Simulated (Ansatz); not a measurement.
Hf:
Space group P6₃/mmc (No. 194); a = b = 3.161 Å, c = 4.996 Å, α = β = 90.00°, γ = 120.00°

```
atom  site  symmetry       x       y       z
----  ----  --------  ------  ------  ------
Hf      2d      -6m2  0.6667  0.3333  0.2500
```

Relaxed with PBEsol.

**Question.** Which orbitals make up the states near the Fermi level in PBEsol (plane waves, PAW; program Ansatz)?

**Answer.** Within 0.5 eV of the Fermi level: Hf 5d 89 %. Projections are on Löwdin-orthogonalised atomic valence shells; empty p or d shells of many metals are not among them.

**Question.** Tabulate the density of states.

**Answer.** States/eV per cell of 2 atoms, in 0.25 eV bins, energy from the Fermi level.

| E (eV) | total | Hf 5d | Hf 6s | Hf 5p |
|---|---|---|---|---|
| -7.85 | 0.00 | 0.00 | 0.00 | 0.00 |
| -7.60 | 0.00 | 0.00 | 0.00 | 0.00 |
| -7.35 | 0.05 | 0.00 | 0.05 | 0.00 |
| -7.10 | 0.10 | 0.00 | 0.09 | 0.00 |
| -6.85 | 0.13 | 0.00 | 0.12 | 0.00 |
| -6.60 | 0.16 | 0.00 | 0.14 | 0.00 |
| -6.35 | 0.19 | 0.01 | 0.17 | 0.00 |
| -6.10 | 0.22 | 0.01 | 0.19 | 0.01 |
| -5.85 | 0.25 | 0.02 | 0.22 | 0.01 |
| -5.60 | 0.29 | 0.03 | 0.25 | 0.01 |
| -5.35 | 0.31 | 0.04 | 0.26 | 0.01 |
| -5.10 | 0.36 | 0.06 | 0.28 | 0.01 |
| -4.85 | 0.42 | 0.09 | 0.31 | 0.01 |
| -4.60 | 0.48 | 0.13 | 0.33 | 0.01 |
| -4.35 | 0.57 | 0.19 | 0.36 | 0.02 |
| -4.10 | 0.72 | 0.30 | 0.39 | 0.02 |
| -3.85 | 1.12 | 0.63 | 0.45 | 0.02 |
| -3.60 | 1.43 | 0.95 | 0.44 | 0.02 |
| -3.35 | 1.38 | 0.96 | 0.37 | 0.02 |
| -3.10 | 1.33 | 0.98 | 0.31 | 0.02 |
| -2.85 | 1.57 | 1.25 | 0.27 | 0.03 |
| -2.60 | 1.65 | 1.39 | 0.21 | 0.03 |
| -2.35 | 1.75 | 1.56 | 0.15 | 0.03 |
| -2.10 | 1.82 | 1.67 | 0.10 | 0.03 |
| -1.85 | 1.31 | 1.21 | 0.06 | 0.02 |
| -1.60 | 1.80 | 1.67 | 0.07 | 0.03 |
| -1.35 | 2.25 | 2.08 | 0.09 | 0.04 |
| -1.10 | 2.76 | 2.50 | 0.13 | 0.04 |
| -0.85 | 3.20 | 2.86 | 0.17 | 0.05 |
| -0.60 | 2.15 | 1.95 | 0.09 | 0.03 |
| -0.35 | 1.03 | 0.93 | 0.04 | 0.01 |
| -0.10 | 1.29 | 1.14 | 0.05 | 0.02 |
| 0.15 | 2.22 | 1.98 | 0.10 | 0.02 |
| 0.40 | 3.43 | 3.07 | 0.17 | 0.03 |
| 0.65 | 3.19 | 2.81 | 0.18 | 0.02 |
| 0.90 | 3.20 | 2.74 | 0.21 | 0.02 |
| 1.15 | 2.96 | 2.49 | 0.19 | 0.02 |
| 1.40 | 3.05 | 2.65 | 0.15 | 0.02 |
| 1.65 | 2.99 | 2.79 | 0.07 | 0.01 |
| 1.90 | 2.06 | 1.93 | 0.04 | 0.01 |
| 2.15 | 1.40 | 1.33 | 0.02 | 0.00 |
| 2.40 | 1.17 | 1.11 | 0.02 | 0.00 |
| 2.65 | 1.13 | 1.08 | 0.01 | 0.00 |
| 2.90 | 1.24 | 1.18 | 0.01 | 0.00 |
| 3.15 | 1.18 | 1.12 | 0.02 | 0.00 |
| 3.40 | 1.17 | 1.12 | 0.02 | 0.00 |
| 3.65 | 1.19 | 1.13 | 0.02 | 0.00 |
| 3.90 | 1.20 | 1.13 | 0.03 | 0.00 |
| 4.15 | 1.25 | 1.17 | 0.04 | 0.00 |
| 4.40 | 1.37 | 1.26 | 0.06 | 0.00 |
| 4.65 | 1.51 | 1.37 | 0.08 | 0.00 |

Space group P6_3/mmc (hcp (Mg type)). The PBEsol relaxation kept the symmetry of its start. No spin polarisation was allowed. Axis ratios of metals converge slowly with the k-mesh, so a and c are less sure than the volume. Spin–orbit coupling is left out wherever it is not named.

Potentials: the later of the program's two PAW sets.
